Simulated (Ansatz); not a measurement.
Computed properties of SiSn₅ (ordering on diamond)

All numbers come from the plane-wave code Ansatz. Simulation only: non-magnetic, and no claim that this is the phase found in nature.

The cell is SiSn₅ as one 6-atom ordering (P3m1) on the diamond lattice; cell and atoms were relaxed with r2SCAN. Space group P3m1 (No. 156), trigonal; a = 4.520 Å, c = 11.054 Å in the conventional setting, 32.60 Å³ an atom. Si is surrounded by 4 Sn at 2.61–2.72 Å; Sn is surrounded by 4 Sn at 2.80–2.84 Å; Sn is surrounded by 4 Sn at 2.80–2.82 Å; Sn is surrounded by 3 Si at 2.72 Å and 1 Sn at 2.84 Å; Sn is surrounded by 1 Si at 2.61 Å and 3 Sn at 2.80 Å.

```
Si Sn
1.0
     4.52000    0.00000    0.00000
    -2.26000    3.91444    0.00000
     0.00000    0.00000   11.05401
Si Sn
1 5
Cartesian
  0.0000 0.0000 -0.0068
  2.2600 1.3048 7.4547
  0.0000 2.6096 3.6152
  2.2600 1.3048 10.2979
  0.0000 2.6096 6.4391
  0.0000 0.0000 2.5983
```

Relaxed lattice by functional, symmetry kept:

| functional | k mesh | a (Å) | c (Å) | volume (Å³/atom) |
| --- | --- | --- | --- | --- |
| PBE | 6×6×2 | 4.577 | 11.178 | 33.80 |
| r2SCAN | 6×6×2 | 4.520 | 11.054 | 32.60 |

On this one geometry the levels give:

| level | k mesh | gap (eV) | kind | edges | least direct gap (eV) |
| --- | --- | --- | --- | --- | --- |
| PBE | 6×6×2 | none (overlap 0.30) | – | – | – |
| PBE+SOC | 6×6×2 | none (overlap 0.07) | – | – | – |
| r2SCAN | 6×6×2 | none (overlap 0.32) | – | – | – |

All runs use a smearing of 0.02 eV.
Wave cutoffs: 420 eV, 500 eV (r2SCAN).

r2SCAN gives no gap: the lowest nominally empty band dips 0.32 eV below the top of the last filled one (its bottom at A, the top at Γ), so the cell is a metal or semimetal at this level. With PBE+SOC the bands overlap by 0.07 eV (counted from 1, band 74 peaks at Γ and band 75 bottoms out at L): no gap.

No level opens a gap, but no hybrid is among them, and semilocal functionals can close a real gap.

Only the levels marked +SOC include spin-orbit coupling.
